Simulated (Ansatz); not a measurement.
AlPd:
```
AlPd
1.0
    4.86450     0.00000     0.00000
    0.00000     4.86450     0.00000
    0.00000     0.00000     4.86450
Al Pd
4 4
Direct
  0.84456   0.84456   0.84456
  0.65544   0.15544   0.34456
  0.34456   0.65544   0.15544
  0.15544   0.34456   0.65544
  0.14786   0.14786   0.14786
  0.35214   0.85214   0.64786
  0.64786   0.35214   0.85214
  0.85214   0.64786   0.35214
```

Relaxed with r²SCAN. Special points in fractions of this cell's reciprocal vectors: Γ (0.000, 0.000, 0.000); X (0.000, 0.500, 0.000); M (0.500, 0.500, 0.000); R (0.500, 0.500, 0.500); X1 (0.500, 0.000, 0.000).

Q: List the band energies nearest the Fermi level at these points for DFT-r²SCAN in the program Ansatz with PAW potentials.

A: In eV from the Fermi level; about four levels below and three above (degenerate sets whole), none deeper than 8.9 eV; points with the same levels are listed once.

```json
[
 {"k": "Γ", "below": "-1.62 -1.62 -1.62 -0.40 -0.40 -0.40", "above": "4.30 4.30 4.31 4.31 4.31"},
 {"k": "X", "below": "-1.60 -1.60 -0.53 -0.53", "above": "1.36 1.36 2.34 2.34"},
 {"k": "M", "below": "-2.62 -2.62 -2.46 -2.46", "above": "0.44 0.44 1.02 1.02"},
 {"k": "R", "below": "-1.06 -1.06 -1.06 -1.06", "above": "7.28 7.28 7.28 7.28"}
]
```

Space group P2_13. The workflow started from a Materials Project entry (that database holds measured and hypothetical structures alike); the Crystallography Open Database copy checked does not list it. With Al and Pd taken as one species the cell has the higher symmetry Pa-3, so it may be an ordered model of a mixed-site phase. Whether it is the stable phase at ambient conditions was not checked. Symmetry was held in the r²SCAN relaxation; of distortions, only those at the zone centre were tested. The run is not spin-polarised. Spin–orbit coupling is left out wherever it is not named.

Potentials: the later of the program's two PAW sets.
